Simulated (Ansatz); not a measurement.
## Calculated Ru-101 nuclear quadrupole resonance for Ru

Cell: a COD entry, its atoms then relaxed with PBE in this cell.

```xyz
2
Lattice="2.7058 0.0000 0.0000 -1.3529 2.3433 0.0000 0.0000 0.0000 4.2819" Properties=species:S:1:pos:R:3 pbc="T T T"
Ru    0.0000    1.5622    1.0705
Ru    1.3529    0.7811    3.2114
```

Atoms are numbered from 1 in the order listed; like atoms form one site, named after its first atom.

Computed with Ansatz: DFT, LDA, plane waves and PAW, scalar-relativistic, 420 eV cutoff, Γ-centred 20×20×11 k-points, Fermi–Dirac smearing 0.05 eV.

Ru-101: I = 5/2, Q = 457.0 mb (year-2017 value). Static lattice, zero field.

**Question.** Predict the zero-field Ru-101 lines of each site.

**Answer.** For I = 5/2 and η = 0 the lines are 3|C_Q|/20 and twice that; η pulls their ratio below 2.

```json
{"site": "Ru", "atoms": "1, 2", "V_zz (10²¹ V/m²)": "-1.28", "C_Q (MHz)": "-14.1", "η": "0.00", "line frequencies (MHz)": "2.12, 4.24"}
```

**Question.** And for ⁹⁹Ru (I = 5/2, Q = 79.00 mb) on Ru?

**Answer.** C_Q scales with Q to -2.44 MHz, with lines at 0.366, 0.732 MHz.

An axis of threefold or higher order runs through Ru, so V_zz lies along it and η is zero.

At this cell the LDA pressure is -12 GPa, so with LDA the cell would shrink if it were relaxed. The run finds no gap above 0.1 eV (a metal, or nearly one), so the gradients can move by 10 % or more with the k-mesh. Without spin–orbit coupling (the program notes it for Ru) the gradients can shift somewhat, as the gap is small.
